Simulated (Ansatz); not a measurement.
Starting cell, Lu (hcp, Mg type):

```
CELL_PARAMETERS angstrom
      3.50707     0.00000     0.00000
     -1.75353     3.03721     0.00000
      0.00000     0.00000     5.46215
ATOMIC_POSITIONS crystal
  Lu 0.33333 0.66667 0.75000
  Lu 0.66667 0.33333 0.25000
```

In this cell atom 1 (Lu, nearest neighbour Lu at 3.400 Å; its periodic images, 3.5 Å or more away, move with it) is moved by s along Cartesian [110], unit vector (0.707, 0.707, 0.000); all other atoms and the cell stay fixed.

These are PBE (plane waves to 420 eV, PAW, scalar-relativistic; Ansatz, a program for electronic structure) values and carry that method's errors. k mesh 12×12×7 (Γ-centred), Fermi-Dirac smearing 0.05 eV. With partly filled bands, energies and forces of such displacements shift with the k mesh and the smearing. F∥ is the force on the atom along that direction. Lu is run without spin polarisation. Lu was relaxed with its symmetry unable to fall. The PAW data are Ansatz's earlier set. 

```tsv
s (Å)	F∥ (eV/Å)
-0.340	0.568
-0.272	0.452
-0.204	0.336
-0.136	0.223
-0.068	0.111
0.000	0.000
0.068	-0.105
0.136	-0.202
0.204	-0.293
0.272	-0.377
0.340	-0.454
```

Problem. What is the force constant k = d²E/ds² of this move at s = 0?

Solution. 1.59 eV/Å². The forces along the line at the two nearest points give (0.111 − (-0.105)) / (2·0.068) = 1.59 eV/Å²; the next pair corrects for the finite step.

(A displaced cell: forces are minus the slopes of the energy, force constants its curvatures, and phonons follow from these.)
